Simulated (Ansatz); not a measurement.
Crystals of one structure type (zinc blende) and one family of elements, relaxed and computed with the program Ansatz at the PBE level (PAW).

| crystal | V (Å³/atom) | K_Hill (GPa) |
|---|---|---|
| BN | 5.95 | 371 |
| BP | 11.76 | 162 |
| BAs | 13.90 | 132 |
| GaP | 20.86 | 76.8 |
| AlAs | 23.50 | 67.3 |
| GaAs | 23.70 | 61.2 |
| InP | 26.45 | ? |

Question: Fit a straight line to ln K against ln V and predict the withheld value.

Answer: Least squares on the 6 shown rows: ln K = -1.28 × ln V + (8.223), with a scatter of 3 %. For InP this gives 56.3. The run itself gave 59.6, outside the scatter: the line misses something about this case.

All cells were relaxed under the symmetry of their starts (and spin orders); stability against distortions was not tested throughout. Spin–orbit coupling is left out wherever it is not named.

Potentials: the later of the program's two PAW sets.
